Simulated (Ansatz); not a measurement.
## What a change of settings does to a run on GaCo

The geometry is COD entry 1540151, unchecked; take it as a test cell. The listed cell was then made from it by scaling, straining or moving an atom.

First run: DFT, PBEsol, PAW with Ansatz's default frozen-core files, scalar-relativistic (Ansatz 0.2.0).

Command: `ansatz run input.yaml --threads 1 --pin off --max-ram 3072MiB --backend cpu --events-out ev --progress --plain --runs-dir out` The run took about 31 s on 1 thread of a shared machine.

```yaml
crystal:
  lattice:
    - [2.9158727642, 0.0, 0.0]
    - [0.0, 2.9158727642, 0.0]
    - [0.0, 0.0, 2.9158727642]
  atoms:
    - { symbol: Ga, position: [0.5, 0.5, 0.5] }
    - { symbol: Co, position: [0.0, 0.0, 0.0], spin: 2.0 }
magnetization:
  spin_polarized: true
kpoints:
  mp_grid: { grid: [11, 11, 11] }
scf:
  occupations: { method: fermi_dirac, width: 0.05 }
hamiltonian:
  xc: pbesol
  pseudopotentials: { kind: paw }
output:
  forces: true
  stress: true
  efg: { contact_densities: true }
relax:
  f_tol: 0.005
  max_steps: 80
  cell: {}
```

Result: converged; relaxed volume 11.455 Å³/atom; moment 0.00 μB; 63 SCF iterations in all.

The input is then changed:

```diff
@@ -12,5 +12,5 @@
   mp_grid: { grid: [11, 11, 11] }
 scf:
-  occupations: { method: fermi_dirac, width: 0.05 }
+  occupations: { method: gaussian, width: 0.025 }
 hamiltonian:
   xc: pbesol
@@ -21,6 +21,7 @@
   efg: { contact_densities: true }
 relax:
-  f_tol: 0.005
+  f_tol: 0.001
   max_steps: 80
   cell: {}
+  max_displacement: 0.05
```

Task: What does the second run give?

Result: It converged; energy at zero smearing -0.1 meV/atom from the first run; relaxed volume 11.452 Å³/atom; moment 0.03 μB; 54 SCF iterations in all.

The results part of its log:

```
basis re-selected at this cell: Δ(F+E_penalty+E_count) = +1.186e-3 eV, ΔP = -0.011 GPa vs the last step (what re-selecting the basis moved, of the pressure what is left beyond the Pulay correction that the steps carried, after the strain that the cell walked since its last selection, with what the two solves' SCF thresholds leave and, on support functions, any second-order correction that the steps lacked; it is no measure of the basis error at this ecutwfc). This SCF's stress stands 4.20e-2 GPa from its target on what of the cell is left free (relax.cell.stress_tol is 5.00e-2 GPa) and its largest allowed force component is 2.63e-30 eV/Å (relax.f_tol is 1.00e-3 eV/Å): within both
SCF converged after 10 iterations
Magnetization: 0.0274 μB (15.0137 up, 14.9863 down)
Absolute magnetization: 0.0339 μB (∫|ρ↑−ρ↓|, with the PAW one-centre terms)
Spin contamination: 0.0001 ħ² per cell (⟨S²⟩ above its minimum at these occupations)
Per-site moments (μB) at R_I (Å): [(-0.0009542664062645542, 1.0145206742539012), (0.03046769962897953, 1.0145206742539012)]
Free energy (F): -8836.858503 eV
Harris-Foulkes:  -8836.858503 eV  (|F-HF|=0.00e0)
Internal energy: -8836.858190 eV  (E = F + TS)
E sigma→0 (E₀):  -8836.858347 eV
Entropy (-TS):   -0.000313 eV (-0.157 meV/atom)
Fermi energy:    17.594908 eV
--- Per-component energies (eV) ---
  E_band       = -197.165536
  E_kinetic    = 575.492315
  E_local      = -4397.341851  (includes V_loc(G=0)·N_el)
  E_nonlocal   = 887.238248
  E_hartree    = 1954.214678
  E_xc         = -228.141174
  E_vxc        = -265.173223  (∫ρ·V_xc dr)
  E_paw        = -3436.276730  (= ΣΔE_a)
  E_vpaw       = -905.810252  (= ΣTr[D̂ρ^β])
  E_aug_tail   = -0.000113  (compensation charges beyond the density's cutoff)
  E_ewald      = -4193.094960
  E_core_change = 1.051397  (= ΣΔE_core)
  E_smearing   = -0.000313  (= −TS)
  E_closure    = 0.000000  (closes the sum)
  Σ components = -8836.858503   (vs F -8836.858503, Δ=0.00e0)
--- Forces (eV/Å), atoms counted from 1 ---
  atom   1  Ga    -0.00000000    -0.00000000     0.00000000
  atom   2  Co    -0.00000000     0.00000000     0.00000000
  max |Σ_I F_I| component: 5.92e-30 eV/Å
--- Stress (GPa, compression-positive) ---
       -0.041952       0.000000      -0.000000
        0.000000      -0.041952      -0.000000
       -0.000000      -0.000000      -0.041952
  P = ⅓ Tr σ = -0.0420 GPa (-0.420 kbar)
--- PAW observables at the nuclei: V_zz in 10²¹ V/m², potentials from the cell's mean, atoms counted from 1 ---
  atom   1  Ga V_zz =    -0.000000   η = 0.0000   by run symmetry: forbidden
            electrostatic potential = -4140.800439 V   contact ρ = 187041.042617 e/Å³   contact ρ_s (e/Å³): all electrons -0.040845, valence -0.040558
  atom   2  Co V_zz =    +0.000000   η = 0.0000   by run symmetry: forbidden
            electrostatic potential = -3393.097463 V   contact ρ = 114433.000567 e/Å³   contact ρ_s (e/Å³): all electrons -0.046367, valence +0.035366
--- Relaxed structure (4 steps of the walk, 4 accepted, 1 SCFs on fresh bases) ---
  F+E_penalty+E_count = -8836.85850331 eV   max|allowed force component| = 2.630e-30 eV/Å   (the final SCF, on the basis selected at the relaxed cell)
  cell:  # Å, volume = 22.9044 Å³
    - [2.839921378806935, -1.5407439555097887e-33, 3.851859888774472e-34]
    - [-1.5407439555097887e-33, 2.839921378806935, 0.0]
    - [8.9876730738071e-34, 0.0, 2.839921378806935]
  atoms:
    - { symbol: Ga, position: [0.5, 0.5, 0.5] }
    - { symbol: Co, position: [1.4530969696870172e-33, -8.80664830113299e-35, -4.403324150566218e-35] }
```
